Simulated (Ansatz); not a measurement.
A relaxed cell of Nb (Im-3m (No. 229)), relaxed on a k-mesh at least as fine as the one used below. Computed with r2SCAN (plane waves to 500 eV, PAW, scalar-relativistic; Ansatz, an electronic-structure program). Γ-centred k-mesh 14×7×14 on the run's cell (coarser than for final values), Fermi–Dirac smearing 0.05 eV.

```yaml
crystal:
  lattice:
    - [-1.65145, 1.65145, 1.65145]
    - [3.30290, -3.30290, 3.30290]
    - [1.65145, 1.65145, -1.65145]
  atoms:
    - { symbol: Nb, position: [0.00000, 0.00000, 0.00000] }
    - { symbol: Nb, position: [0.00000, 0.50000, 0.00000] }
```

The atoms are displaced by (Å):

```
atom      ux      uy     uz
----  ------  ------  -----
Nb1   -0.062  -0.021  0.003
Nb2    0.050   0.091  0.104
```

### Question
What forces (eV/Å) and pressure result?

### Answer
```tsv
atom	Fx	Fy	Fz
Nb1	0.67	0.58	0.63
Nb2	-0.67	-0.58	-0.63
```

Pressure +1.9 GPa.

### Question
Estimate the energy cost of the displacement in the harmonic approximation and compare with the calculation.

### Answer
For a harmonic well ΔE = −½ Σ F·u = 0.101 eV a cell, or 51 meV/atom. The calculated energy relative to the undisplaced cell is +0.05 eV/atom, so the harmonic estimate holds well.

No spin polarisation in the result.

The run that gave the undisplaced cell could not lose the symmetry of its start; a randomly shaken copy of 2 atoms returns to this structure.
